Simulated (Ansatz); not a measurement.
TaTe:
```
CELL_PARAMETERS angstrom
      3.41914     0.00000     0.00000
      0.00000     3.41914     0.00000
      0.00000     0.00000     3.41914
ATOMIC_POSITIONS crystal
  Ta 0.00000 0.00000 0.00000
  Te 0.50000 0.50000 0.50000
```

Relaxed with PBE.

Q: Which orbitals make up the states near the Fermi level in plane-wave PAW PBE (Ansatz code)?

A: Within 0.5 eV of the Fermi level: Ta 5d 80 %, Te 5p 5 %, outside the projected shells 9 %. Projections are on Löwdin-orthogonalised atomic valence shells; empty p or d shells of many metals are not among them.

Q: Tabulate the density of states.

A: States/eV per cell of 2 atoms, in 0.25 eV bins, energy from the Fermi level.

```
E (eV)  total  Ta 5d  Te 5p  Ta 6s
------  -----  -----  -----  -----
-7.85    0.33   0.05   0.19   0.07
-7.60    0.41   0.06   0.24   0.08
-7.35    0.51   0.07   0.31   0.10
-7.10    0.62   0.09   0.39   0.11
-6.85    0.81   0.13   0.51   0.13
-6.60    1.72   0.41   1.08   0.16
-6.35    1.72   0.42   1.11   0.13
-6.10    1.11   0.28   0.72   0.06
-5.85    1.15   0.26   0.80   0.04
-5.60    1.05   0.25   0.72   0.03
-5.35    0.97   0.25   0.65   0.02
-5.10    0.89   0.24   0.59   0.02
-4.85    0.89   0.26   0.56   0.02
-4.60    0.86   0.25   0.53   0.03
-4.35    0.87   0.27   0.52   0.03
-4.10    0.83   0.27   0.48   0.03
-3.85    0.84   0.28   0.47   0.03
-3.60    0.88   0.31   0.48   0.03
-3.35    0.90   0.33   0.48   0.04
-3.10    1.06   0.42   0.52   0.07
-2.85    1.81   0.74   0.91   0.09
-2.60    1.65   0.71   0.79   0.09
-2.35    1.24   0.60   0.54   0.07
-2.10    0.98   0.63   0.26   0.05
-1.85    2.30   1.78   0.35   0.08
-1.60    2.26   1.76   0.33   0.08
-1.35    1.34   1.03   0.16   0.08
-1.10    0.87   0.63   0.09   0.09
-0.85    0.51   0.32   0.06   0.08
-0.60    0.56   0.39   0.06   0.06
-0.35    1.27   1.02   0.08   0.07
-0.10    2.57   2.19   0.10   0.07
0.15     2.15   1.72   0.12   0.05
0.40     1.95   1.47   0.12   0.04
0.65     1.21   0.88   0.08   0.03
0.90     1.16   0.86   0.08   0.03
1.15     1.62   1.28   0.09   0.05
1.40     1.88   1.41   0.10   0.10
1.65     1.49   1.06   0.12   0.09
1.90     1.04   0.72   0.15   0.05
2.15     1.18   0.82   0.22   0.04
2.40     1.70   1.21   0.34   0.05
2.65     1.99   1.46   0.37   0.07
2.90     1.91   1.36   0.35   0.11
3.15     2.03   1.34   0.40   0.18
3.40     2.28   1.11   0.50   0.49
3.65     1.93   0.81   0.50   0.45
3.90     1.53   0.59   0.41   0.35
4.15     1.41   0.51   0.40   0.30
4.40     1.49   0.49   0.45   0.34
4.65     1.88   0.64   0.62   0.32
```

Space group Pm-3m (CsCl type). The start of the workflow was typed in or built on a structure type; neither database checked (COD, Materials Project) lists it. Its standing as an ambient phase is unchecked. The PBE relaxation kept the symmetry of its start; its stability against distortions is not shown here. No spin polarisation was allowed. Its formation energy is positive at this level, so the cell may be metastable or incomplete. With an odd number of electrons in the cell and no spin polarisation, the count alone makes it a metal. Scalar-relativistic: spin–orbit coupling is off unless named, which matters more the heavier the elements.

Potentials: the earlier of the program's two PAW sets.
